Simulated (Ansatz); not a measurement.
The relaxed structure here is a generated cell of AlRh: the first start was made by placing the elements on the sites of a structure type, and the end was not matched to a known phase here, so it may be hypothetical.

A relaxed cell of AlRh (P4/nmm (No. 129)), relaxed on a k-mesh at least as fine as the one used below. The numbers are results of PBEsol (plane waves to 420 eV, PAW, scalar-relativistic; Ansatz, a quantum-chemistry and plane-wave program), not measurements. Γ-centred k-mesh 10×10×6 on the run's cell (coarser than for final values), Fermi–Dirac smearing 0.05 eV.

```xyz
8
Lattice="6.3481 0.0000 0.0000 3.1740 3.1740 0.0000 0.0000 0.0000 5.5256" Properties=species:S:1:pos:R:3 pbc="T T T"
Al     1.5870     0.0000     3.5651
Al     4.7611     0.0000     3.5651
Al     6.3481     1.5870     1.9605
Al     3.1740     1.5870     1.9605
Rh     1.5870     0.0000     0.9142
Rh     4.7611     0.0000     0.9142
Rh     6.3481     1.5870     4.6113
Rh     3.1740     1.5870     4.6113
```

The atoms are displaced along an unstable phonon of this cell by (Å):

```tsv
atom	ux	uy	uz
Al1	-0.150	0.000	0.000
Al2	0.150	0.000	0.000
Al3	0.000	0.150	0.000
Al4	0.000	-0.150	0.000
Rh5	-0.140	0.000	0.000
Rh6	0.140	0.000	0.000
Rh7	0.000	0.140	0.000
Rh8	0.000	-0.140	0.000
```

### Question
What forces (eV/Å) and pressure result?

### Answer
```tsv
atom	Fx	Fy	Fz
Al1	-0.03	0.00	0.05
Al2	0.03	0.00	0.05
Al3	0.00	0.03	-0.05
Al4	0.00	-0.03	-0.05
Rh5	-0.26	0.00	-0.13
Rh6	0.26	0.00	-0.13
Rh7	0.00	0.26	0.13
Rh8	0.00	-0.26	0.13
```

Pressure -0.5 GPa.

The undisplaced cell is probably no minimum: from this displacement the run went on to Pbcm (No. 57), 0.08 eV/atom below it.

No spin polarisation in the result.
